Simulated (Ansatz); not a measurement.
Task: Name crystals whose computed values (DFT-PBEsol in the program Ansatz with PAW potentials) fall in these windows: Θ_D (K) 180 to 240; highest Γ mode, no LO–TO term (cm⁻¹) 140 to 180.

Result: 

```
crystal                                             Θ_D (K)  highest Γ mode, no LO–TO term (cm⁻¹)
--------------------------------------------------  -------  ------------------------------------
PtAu, P-6m2 (Pt on 1e, Au on 1b)                        221                                   164
Ce3Bi4Pd3, I-43d (Ce on 12a, Bi on 16c, Pd on 12b)      219                                   173
Pt3Pb, Cu3Au type                                       217                                   157
Ag3Au, Cu3Au type                                       218                                   173
Sn2Pt, fluorite or antifluorite type                    193                                   145
```
Others may fit too.

The 4f shell is in the valence, and the state reached may lie above the lowest one. Standing as an ambient phase not checked: PtAu, P-6m2 (Pt on 1e, Au on 1b); Ce3Bi4Pd3, I-43d (Ce on 12a, Bi on 16c, Pd on 12b); Pt3Pb, Cu3Au type; Ag3Au, Cu3Au type; Sn2Pt, fluorite or antifluorite type. Perhaps ordered models of mixed-site phases: PtAu, P-6m2 (Pt on 1e, Au on 1b). All cells were relaxed under the symmetry of their starts (and spin orders); stability against distortions was not tested throughout. Rows with no word on spin ran without spin polarisation. No Hubbard U is applied. Spin–orbit coupling is left out wherever it is not named.

Potentials: the later of the program's two PAW sets.
